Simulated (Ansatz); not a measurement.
BeRh (CsCl type, Pm-3m) under volume change, plane-wave PAW PBEsol (Ansatz code), scaled uniformly.

```csv
V (Å³/atom),E − E(relaxed) (meV/atom),P (GPa)
9.490,71.3,26.52
9.803,29.9,16.19
10.116,7.0,7.43
10.429,0.0,0.00
10.742,(withheld),(withheld)
11.054,(withheld),(withheld)
11.367,51.3,-16.19
```

**Question.** Fill in the missing entries.

**Answer.** 
- 10.742, E − E(relaxed) (meV/atom): 6.3
- 10.742, P (GPa): -6.31
- 11.054, E − E(relaxed) (meV/atom): 24.0
- 11.054, P (GPa): -11.66

**Question.** What does a third-order Birch–Murnaghan fit give for V₀, B₀ and B′?

**Answer.** V₀ = 10.43 Å³/atom, B₀ = 228 GPa, B′ = 4.5.

A made-up cell: these elements were put on the sites of a structure type; the Crystallography Open Database copy checked does not list it. Its standing as an ambient phase is unchecked. The cell was relaxed with PBEsol under the symmetry of its start; of distortions, only those at the zone centre were tested. The run is not spin-polarised.

Potentials: the earlier of the program's two PAW sets.
